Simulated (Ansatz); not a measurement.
# MnBr2 (P-3m1): spiral at q = 0

These are results of Ansatz 0.2.0, DFT, LDA, all-electron LAPW, scalar-relativistic, not measurements.

Command: `ansatz run input.yaml --threads 2 --pin off --max-ram 6144MiB --backend cpu --events-out ev --progress --plain --runs-dir out`

```yaml
crystal:
  lattice:
    - [3.82, 0.0, 0.0]
    - [-1.91, 3.3082170425, 0.0]
    - [0.0, 0.0, 6.19]
  atoms:
    - { symbol: Mn, position: [0.0, 0.0, 0.0], spin: 4.4, spin_axis: [1.0, 0.0, 0.0] }
    - { symbol: Br, position: [0.3333333333, 0.6666666667, 0.25] }
    - { symbol: Br, position: [0.6666666667, 0.3333333333, 0.75] }
magnetization:
  noncollinear: true
  spin_spiral: { q: [0.0, 0.0, 0.0] }
kpoints:
  mp_grid: { grid: [7, 7, 6] }
scf:
  occupations: { method: fermi_dirac, width: 0.03 }
  lower_state_search: "off"
hamiltonian:
  xc: lda
  pseudopotentials: { kind: all_electron, lapw: { basis_error: 0.001 } }
output:
  eigenvalues: false
```

Output:

```
settings of this run that can trade accuracy for cost: output.eigenvalues: false. Do not mix this run's numbers with those of runs without the same settings; the input reference describes each key
LAPW: plane waves up to 7.866 Å⁻¹, error target 1.0e-3 eV per atom; small_component_spin mean_spin; Mn in spheres of 1.385 Å, 15 of its electrons in bands, Dirac shells []; Br in spheres of 1.309 Å, 25 of its electrons in bands, Dirac shells [] (how accurate: hamiltonian.pseudopotentials.lapw.basis_error, Limitations)
Engine: ansatz 0.2.0
Pseudopotentials: kind: all_electron
Pseudopotential: Mn, LAPW, valence charge 15, lapw/all_electron/scalar/gaussian/Mn, Koelling and Harmon's equation, gaussian nucleus
Pseudopotential: Br, LAPW, valence charge 25, lapw/all_electron/scalar/gaussian/Br, Koelling and Harmon's equation, gaussian nucleus
Functional definition: SPW92
  exchange = slater_x
  correlation = pw_c
Crystal: 3 atoms, lattice volume = 78.225 Å³
Basis set: ecut = 235.7274873076345 eV, 639 PW (Γ), exchange–correlation at level 2
Bands: 78, of which v1, the nominal top of the filled ones, is band 65 counted from 1 (64 counted from 0)
Symmetry: 12 space group operations
k-points: 40 of 294
Spin spiral: q = (0, 0, 0) of the reciprocal vectors; moments are told in the frame that turns with it, a site's in that at the site
Non-local potential: Mn, projectors of the file, none
Non-local potential: Br, projectors of the file, none
Initial density: superposition of atomic densities (chi_scale 0.1, normalization cell, long waves kept (reshape's long-wave potential 0.31 eV rms))
Starting moments: Σ|m| = 4.4 μB on 1 of 3 sites
Initial wavefunctions: plane waves of lowest kinetic energy (no species holds an atomic orbital)
Functional: x = slater, c = lda
iter 1 solved again at ethr=2.53e-4 eV; its pass at ethr=1.00e-1 eV (dr2=1.65e-1 eV) is discarded
SCF iter   1: F=—  HF=-173144.182671 eV  |F-HF|=—  |Δ(HF+E_count)|=         —  Δρ=1.25e-2  dr2=1.65e-1  dr2_m=2.78e-2  ethr=2.53e-4  |M|=5.00e0 ∫|m|=5.00e0 μB  β_m=1.00  ⟨swp⟩=3.0  Hψ=20310  notcnv=0
preconditioner: auto → Resta (q_TF=auto, 2.645 Å⁻¹)  ε∞=5.0  [insulator: Δε(μ)=0.762 eV  Ē_g=9.603 eV  σ=0.030 eV  W_gap=1.00  n_scr=22 (ndim 8)  ℏωp=19.2 eV  f_vac=0.175  D(μ)=0.00/eV (n_scr^D=0)  ε∞_Penn≈5.0]
[...]
the basis was enlarged: its passes take 1.3 MiB over the memory plan, 2 of 2 planned eigensolver slots
[...]
SCF iter  10: F=—  HF=-173144.086794 eV  |F-HF|=—  |Δ(HF+E_count)|=   5.99e-6  Δρ=2.45e-5  dr2=8.90e-7  dr2_m=2.30e-9  ethr=1.07e-8  |M|=5.00e0 ∫|m|=5.00e0 μB  β_m=0.57  ⟨swp⟩=2.8  Hψ=9204  notcnv=0
SCF iter  11: F=—  HF=-173144.086794 eV  |F-HF|=—  |Δ(HF+E_count)|=   2.55e-7  Δρ=1.56e-5  dr2=4.56e-7  dr2_m=5.90e-10  ethr=1.37e-9  |M|=5.00e0 ∫|m|=5.00e0 μB  β_m=0.61  ⟨swp⟩=2.9  Hψ=9216  notcnv=0
SCF iter  12: F=—  HF=-173144.086794 eV  |F-HF|=—  |Δ(HF+E_count)|=   7.71e-8  Δρ=8.99e-6  dr2=1.34e-7  dr2_m=1.64e-11  ethr=7.02e-10  |M|=5.00e0 ∫|m|=5.00e0 μB  β_m=0.81  ⟨swp⟩=2.0  Hψ=9160  notcnv=0
SCF iter  13: F=-173144.086794 eV  HF=-173144.086794 eV  |F-HF|=4.71e-9  |Δ(HF+E_count)|=   6.73e-8  Δρ=2.21e-6  dr2=8.63e-9  dr2_m=8.61e-12  ethr=2.06e-10  |M|=5.00e0 ∫|m|=5.00e0 μB  ⟨swp⟩=3.0  Hψ=9267  notcnv=0
SCF 1 converged in 13 iterations: F = -173144.086794 eV  dr2 = 8.63e-9
SCF converged after 13 iterations
Magnetization: |M| = 5.0000 μB,  M = (+5.0000, +0.0000, +0.0000) μB
Absolute magnetization: 5.0003 μB (∫|m|)
  site 0: m = (+4.5159, -0.0000, +0.0000) μB, |m| = 4.5159 μB  (R = 1.39 Å)
  site 1: m = (+0.1333, +0.0000, +0.0000) μB, |m| = 0.1333 μB  (R = 1.31 Å)
  site 2: m = (+0.1333, +0.0000, +0.0000) μB, |m| = 0.1333 μB  (R = 1.31 Å)
Free energy (F): -173144.086794 eV
Harris-Foulkes:  -173144.086794 eV  (|F-HF|=4.71e-9)
Internal energy: -173144.086794 eV  (E = F + TS)
E sigma→0 (E₀):  -173144.086794 eV
Fermi energy:    7.219698 eV
--- Per-component energies (eV) ---
  E_band       = -4248.216194
  E_kinetic    = 177033.601047
  E_xc         = -6207.068495
  E_electrostatic = -343970.619346  (all electrons and nuclei)
  E_smearing   = -0.000000  (= −TS)
  E_closure    = 0.000000  (closes the sum)
  E_atoms      = -173127.740539  (free atoms, spherical and without spin; not in F)
  Σ components = -173144.086794   (vs F -173144.086794, Δ=0.00e0)
  Basis errors (estimates in eV, not in F): energy 4.1e-4 per atom: plane waves 3.8e-4 (2.2e-4 summed), levels above the bands 5.0e-105, relativity 2.0e-9, radial functions 3.3e-5, core shells 5.9e-10; eigenvalues (radial functions only) 1.2e-6; not estimated: angular momenta, meshes, grids; target (lapw.basis_error) 1.0e-3; muffin-tin radii Mn 1.385 Å, Br 1.309 Å
settings of this run that can trade accuracy for cost: output.eigenvalues: false. Do not mix this run's numbers with those of runs without the same settings; the input reference describes each key
```

Site moments (μB): Mn1 4.52, Br2 0.13, Br3 0.13. Cell moment 5.00 μB in the turning frame.

The Ansatz runs typed with the search for lower states off end where their start leads. None of this fixes the real material's magnetic order: only patterns that fit the cell were computed, at zero temperature, with a functional that can overstate moments.

It took 2.4 min on 2 threads of Arm Neoverse V2, on a shared host, peak memory 0.88 GiB.
